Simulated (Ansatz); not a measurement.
A structure of GeSe relaxed with PBEsol (plane waves to 420 eV, PAW, scalar-relativistic; Ansatz, a first-principles code); single points at other levels follow on the same geometry (Ansatz, PAW; HSE06 at 420 eV on a 6×6×6 k-mesh; no spin-orbit coupling). Space group Fm-3m (No. 225).

```yaml
crystal:
  lattice:
    - [0.00000, 2.78049, 2.78049]
    - [2.78049, 0.00000, 2.78049]
    - [2.78049, 2.78049, 0.00000]
  atoms:
    - { symbol: Ge, position: [0.50000, 0.50000, 0.50000] }
    - { symbol: Se, position: [0.00000, 0.00000, 0.00000] }
```

| level | gap (eV) | kind | conduction minimum |
|---|---|---|---|
| PBEsol | 0.17 | indirect | at or near L |
| HSE06 | 0.01 | – | – |

HSE06 gaps come from a coarse mesh plus a few chosen points, so they may be too large. No spin polarisation in the result.

The run could not lose the symmetry of its start.

The first start was generated by placing the elements on the sites of a structure type. Materials Project lists a structure of GeSe in the same space group, Fm-3m (No. 225); the sites were not compared with it, nor with measured phases. Known forms of GeSe include space group No. 62.
